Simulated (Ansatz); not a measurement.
KPH2SO3 (space group Cm)

```yaml
crystal:
  lattice:
    - [3.25762, -3.15546, 0.00000]
    - [3.25762, 3.15546, 0.00000]
    - [-1.98023, 0.00000, 5.58145]
  atoms:
    - { symbol: K, position: [0.84405, 0.84405, 0.61021] }
    - { symbol: H, position: [0.20844, 0.82687, 0.19124] }
    - { symbol: H, position: [0.82687, 0.20844, 0.19124] }
    - { symbol: P, position: [0.34433, 0.34433, 0.11028] }
    - { symbol: S, position: [0.39011, 0.39011, 0.79724] }
    - { symbol: O, position: [0.10557, 0.10557, 0.09565] }
    - { symbol: O, position: [0.26240, 0.65241, 0.27307] }
    - { symbol: O, position: [0.65241, 0.26240, 0.27307] }
```

The slice is a (100) plane (indices of the conventional cell) through the point (0.390, 0.390, 0.797) (fractional), spanned by u = [001] and v = [1 -1 0] in vectors of this cell: u (5.92 Å) and v (6.31 Å, at 90° to u). It covers one period; positions are fractions (u, v).

These are r2SCAN (plane waves to 500 eV, PAW, scalar-relativistic; Ansatz, an electronic-structure program) values and carry that method's errors. k mesh 8×8×6. Near the nuclei the fields are pseudised (PAW); where an atom keeps semicore shells as valence, they peak there. KPH2SO3 was relaxed with its symmetry unable to fall.

### Question
Predict the map of the electrostatic potential energy of an electron, from the cell's mean on the slice.

### Answer
| v \ u | 0.00 | 0.09 | 0.17 | 0.26 | 0.35 | 0.43 | 0.52 | 0.61 | 0.70 | 0.78 | 0.87 | 0.96 |
|---|---|---|---|---|---|---|---|---|---|---|---|---|
| 0.88 | <-2.0 | <-2.0 | 0.4 | <-2.0 | <-2.0 | <-2.0 | <-2.0 | 5.8 | 6.4 | 5.6 | 1.5 | <-2.0 |
| 0.75 | 5.7 | 6.1 | 5.4 | 3.8 | 0.7 | <-2.0 | <-2.0 | 6.2 | 5.6 | 4.8 | 4.8 | 5.4 |
| 0.62 | 2.5 | 5.2 | 5.9 | 5.2 | 4.4 | 5.1 | 5.5 | 4.3 | 0.1 | <-2.0 | <-2.0 | -0.4 |
| 0.50 | <-2.0 | 4.6 | 6.2 | 6.2 | 5.9 | 5.6 | 4.9 | 2.2 | <-2.0 | x | x | <-2.0 |
| 0.38 | 2.5 | 5.2 | 5.9 | 5.2 | 4.4 | 5.1 | 5.5 | 4.3 | 0.1 | <-2.0 | <-2.0 | -0.4 |
| 0.25 | 5.7 | 6.1 | 5.4 | 3.8 | 0.7 | <-2.0 | <-2.0 | 6.2 | 5.6 | 4.8 | 4.8 | 5.4 |
| 0.12 | <-2.0 | <-2.0 | 0.4 | <-2.0 | <-2.0 | <-2.0 | <-2.0 | 5.8 | 6.4 | 5.6 | 1.5 | <-2.0 |
| 0.00 | x | <-2.0 | <-2.0 | <-2.0 | x | <-2.0 | -1.4 | 4.9 | 5.9 | 3.8 | <-2.0 | x |

Values: electrostatic potential energy of an electron, from the cell's mean, in eV. Points within 0.4 Å of a nucleus are blanked (x), as the pseudised field means little there. Values under -2 eV are set to -2. The zero, the cell's mean, hangs on the PAW cores.
